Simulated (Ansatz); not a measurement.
# Structure relaxation, Pd

The start is a relaxed Pd cell displaced along its unstable phonon at q = (½, ½, 0) of its primitive reciprocal cell (31i cm⁻¹), largest move 0.15 Å. Cell shape, volume and atoms are optimised at zero target pressure with PBEsol (plane waves to 420 eV, PAW, scalar-relativistic; Ansatz, a program for electronic structure). First-step values are on the input's coarse k-mesh.

Ansatz input (later rounds restart from its end on a renewed k-mesh):
Ansatz 0.2 input:
```yaml
crystal:
  lattice:
    - [-3.2295670704, 3.2295670704, 2.815161643]
    - [0, 0, 2.815161643]
    - [1.6147835352, 1.6147835352, -1.4075808215]
  atoms:
    - { symbol: Pd, position: [0, 0.4671578218, -0.0656843564] }
    - { symbol: Pd, position: [0.5, 0.5328421782, 0.0656843564] }
basis: { ecutwfc: 420, ecutrho_ratio: 4, xc_grid: 2, fft_grid_basis: typed }
kpoints: { mp_grid: { grid: [15, 15, 15] } }
hamiltonian:
  xc: pbesol
  dispersion: none
  pseudopotentials: { kind: paw }
scf: { occupations: { method: fermi_dirac, width: 0.05 } }
relax: { f_tol: 0.01, max_steps: 100, cell: { stress_tol: 0.02 } }
output: { forces: true, stress: true }
```

Largest initial force: 0.04 eV/Å, on Pd1, Pd2 (atoms numbered as listed)
Energy released: 0.01 eV/atom
Volume change: -0.4 %, from 14.68 to 14.62 Å³/atom
Relative to the parent: It does not go back: it reaches P6₃/mmc (No. 194), hcp (Mg type), 0.01 eV/atom below the parent
Shortest distances (start → end): The closest pairs of elements (up to four, under 3.6 Å), start → end: Pd–Pd 2.68 → 2.72 Å
Band gap at the end: zero (metallic)
Optimiser moves: 9

Relaxed structure:

```cif
data_Pd2
_chemical_formula_sum 'Pd2'
_space_group_name_H-M_alt 'P63/mmc'
_space_group_IT_number 194
_space_group_name_Hall '-P 6c 2c'
_cell_length_a 2.72244
_cell_length_b 2.72244
_cell_length_c 4.55617
_cell_angle_alpha 90.000
_cell_angle_beta 90.000
_cell_angle_gamma 120.000
loop_
_atom_site_label
_atom_site_type_symbol
_atom_site_symmetry_multiplicity
_atom_site_Wyckoff_symbol
_atom_site_fract_x
_atom_site_fract_y
_atom_site_fract_z
_atom_site_occupancy
Pd1 Pd 2 d 0.66667 0.33333 0.25000 1
```

Final values are on a 20×20×10 k-mesh of the relaxed cell. No spin polarisation in the result. A magnetic state may lie lower.

The run could not lose the symmetry of its start: the end is stationary, and may be a saddle point rather than a minimum.

The relaxed structure here is a generated cell of Pd: the first start was made by placing the elements on the sites of a structure type, and the end was not matched to a known phase here, so it may be hypothetical. Known forms of Pd include space group No. 225.
